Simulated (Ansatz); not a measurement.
**Optical constants of H**

The calculation used Ansatz 0.2.0, DFT LDA, scalar-relativistic, plane waves, PAW. Cutoff 420 eV, 12×12×12 k-points (Γ-centred), Gaussian smearing of 0.01 eV. No spin polarisation.

The cell, relaxed at this level:
```
CELL_PARAMETERS angstrom
-1.41019 1.41019 1.93064
1.41019 -1.41019 1.93064
1.41019 1.41019 -1.93064
ATOMIC_POSITIONS crystal
H 0.90015 0.90015 0.00000
H 0.09985 0.09985 0.00000
```

The crystal is built of molecules and no dispersion correction was added, so the binding between them is poorly described, and with it their spacing and whatever depends on it.

Independent-particle response (no local fields, no excitons) on a 18×18×18 mesh, broadened by 0.1 eV. Light polarised along x.

Question: Tabulate n, κ, the reflectivity and the absorption coefficient against photon energy.

Answer:
| E (eV) | n | κ | R | α (10⁵ cm⁻¹) |
| --- | --- | --- | --- | --- |
| 0.2 | 1.38 | 0.00 | 0.03 | 0.00 |
| 0.7 | 1.38 | 0.00 | 0.03 | 0.00 |
| 1.2 | 1.38 | 0.00 | 0.03 | 0.00 |
| 1.7 | 1.39 | 0.00 | 0.03 | 0.00 |
| 2.2 | 1.39 | 0.00 | 0.03 | 0.00 |
| 2.7 | 1.40 | 0.00 | 0.03 | 0.00 |
| 3.2 | 1.41 | 0.00 | 0.03 | 0.00 |
| 3.7 | 1.42 | 0.00 | 0.03 | 0.00 |
| 4.2 | 1.43 | 0.00 | 0.03 | 0.00 |
| 4.7 | 1.45 | 0.00 | 0.03 | 0.00 |
| 5.2 | 1.47 | 0.00 | 0.04 | 0.00 |
| 5.7 | 1.49 | 0.00 | 0.04 | 0.00 |
| 6.2 | 1.52 | 0.00 | 0.04 | 0.00 |
| 6.7 | 1.56 | 0.00 | 0.05 | 0.00 |
| 7.2 | 1.62 | 0.00 | 0.06 | 0.00 |
| 7.7 | 1.70 | 0.00 | 0.07 | 0.00 |
| 8.2 | 1.84 | 0.00 | 0.09 | 0.01 |
| 8.7 | 2.30 | 0.11 | 0.16 | 1.00 |
| 9.2 | 2.01 | 0.89 | 0.18 | 8.26 |
| 9.7 | 1.64 | 0.89 | 0.16 | 8.78 |
| 10.2 | 1.44 | 0.77 | 0.12 | 7.98 |
| 10.7 | 1.49 | 0.59 | 0.09 | 6.45 |
| 11.2 | 1.72 | 1.06 | 0.19 | 12.04 |
| 11.7 | 1.06 | 0.81 | 0.14 | 9.65 |

Question: Where is the highest local maximum of ε₂ between 0.3 and 12 eV?

Answer: At 11.3 eV, where ε₂ = 3.9.

Question: How do the static value and the gaps compare?

Answer: ε₁(0) = 1.91; on the self-consistent k mesh the Kohn–Sham gap is 7.18 eV and the least direct gap 7.71 eV.